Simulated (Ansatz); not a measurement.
# LiF: levels and charges under dearer methods

A database entry relaxed whole under r2SCAN at zero pressure (Fm-3m, No. 225):

```
CELL_PARAMETERS angstrom
0.00000 1.99464 1.99464
1.99464 0.00000 1.99464
1.99464 1.99464 0.00000
ATOMIC_POSITIONS crystal
Li 0.00000 0.00000 0.00000
F 0.50000 0.50000 0.50000
```

Its volume is 7.94 Å³ an atom, -2.9 % against the entry's 8.17, which is old or was flagged in a check.

Single points on this cell with plane-wave PAW DFT (Ansatz 0.2.0; r2SCAN 500 eV, hybrids 420 eV; fermi-dirac occupations of width 0.020 eV; no moments): r2SCAN on a 12×12×12 Γ-centred mesh; HSE06 on a 8×8×8 Γ-centred mesh; PBE0 on a 8×8×8 Γ-centred mesh.

Task: What does each level give for gap and charges?

Result: The runs give:

```tsv
level	gap (eV), or kind	pressure (GPa)	Bader charge of Li (e)	Bader charge of F (e)
r2SCAN	10.34	0.0	+0.91	-0.91
HSE06	11.68	1.2	+0.91	-0.91
PBE0	12.44	1.1	+0.91	-0.91
```

Under r2SCAN the gap is 10.34 eV, over mesh and band path. HSE06 moves it by +1.34 eV and PBE0 by +2.10 eV; PBE0 keeps its exact exchange at long range, which widens the gap over HSE06's by 0.76 eV on their common mesh.

Caveats: the relaxation kept the start's symmetry; HSE06 is read on its mesh and at the zone's corners, PBE0 on its mesh alone; hybrid pressures are good to a few tenths of a GPa; pressure is positive in compression.
